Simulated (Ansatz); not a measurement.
Cl:
```
Cl
1.0
    3.27089    -2.06313     0.00000
    3.27089     2.06313     0.00000
    0.00000     0.00000     8.28228
Cl
4
Direct
  0.88095   0.11905   0.60593
  0.11905   0.88095   0.39407
  0.61905   0.38095   0.10593
  0.38095   0.61905   0.89407
```

Relaxed with plane-wave PAW r²SCAN (Ansatz code). Indices refer to the conventional cell of Cmce, a = 6.5418 Å, b = 4.1263 Å, c = 8.2823 Å, α = β = γ = 90.00°.

Problem. Simulate the powder diffraction pattern (neutron, λ = 1.5401 Å; lines above 1 %) up to 2θ = 90°.

Solution. Simulated powder pattern, neutron, λ = 1.5401 Å (kinematic, ideal powder, no thermal factors, coherent scattering alone; the 30 strongest lines at most, above 1 %, up to 2θ = 90°):

```
2θ (°)  d (Å)  I/Imax (%)    hkl
------  -----  ----------  -----
27.23   3.271          78  (200)
27.71   3.216         100  (111)
33.54   2.669          92  (112)
41.67   2.165          13  (113)
43.67   2.071          26  (004)
45.24   2.002          23  (021)
48.42   1.878          36  (311)
51.24   1.781         9.8  (114)
52.23   1.749          38  (204)
52.28   1.748          42  (312)
53.61   1.708          35  (221)
55.54   1.653          36  (023)
56.18   1.635          21  (400)
58.31   1.581         7.4  (313)
61.94   1.496          38  (115)
62.94   1.475          59  (223)
70.85   1.329          15  (131)
73.73   1.284          15  (116)
73.74   1.283          23  (404)
73.96   1.280          33  (132)
74.53   1.272          12  (206)
74.89   1.267          22  (421)
75.60   1.256          29  (315)
77.28   1.233          18  (511)
80.31   1.194          23  (512)
82.97   1.162          42  (423)
83.89   1.152          12  (331)
86.64   1.122          13  (316)
86.87   1.120          28  (332)
89.87   1.090          12  (600)
```

The cell was relaxed with r²SCAN under the symmetry of its start. The substance is a gas or liquid at ambient conditions; this is its low-temperature solid. A crystal of weakly bound molecules computed without a dispersion correction: the cell and the soft elastic constants depend strongly on that.

Potentials: the later of the program's two PAW sets.
